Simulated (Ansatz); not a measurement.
**Property card for Sr**

Sr:
```yaml
crystal:
  lattice:
    - [0.00000, 4.82495, 4.82495]
    - [4.82495, 0.00000, 4.82495]
    - [4.82495, 4.82495, 0.00000]
  atoms:
    - { symbol: Sr, position: [0.00000, 0.00000, 0.00000] }
    - { symbol: Sr, position: [0.25000, 0.25000, 0.25000] }
```

Space group Fd-3m (No. 227), diamond; conventional cell a = 9.650 Å, b = 9.650 Å, c = 9.650 Å, α = 90.00°, β = 90.00°, γ = 90.00°.

Method: DFT-PBE in the program Ansatz with PAW potentials. The cell and atoms are relaxed at this level. Other levels are named where they apply.

Cell and energy:

```yaml
volume_per_atom: 112.33 Å³
density: 1.30 g/cm³
```

Electronic structure:

```yaml
electronic_character: metallic (no gap)
Density of states at the Fermi level: 2.0 states/eV per atom (mean over ±0.08 eV)
Gap with spin–orbit coupling: none (metallic)
```

Mechanics:

```yaml
Bulk modulus (Birch–Murnaghan fit): 2.6 GPa
Pressure derivative B′: 2.5
```

The start of the workflow was typed in or built on a structure type; neither database checked (COD, Materials Project) lists it. It is not the phase usual at ambient conditions (space group No. 225). The cell was relaxed with PBE under the symmetry of its start; whether a distortion lowers the energy is not shown. The volume moved by 26 % from the start of the relaxation. Scalar-relativistic: spin–orbit coupling is off unless named, which matters more the heavier the elements.

Potentials: the later of the program's two PAW sets.
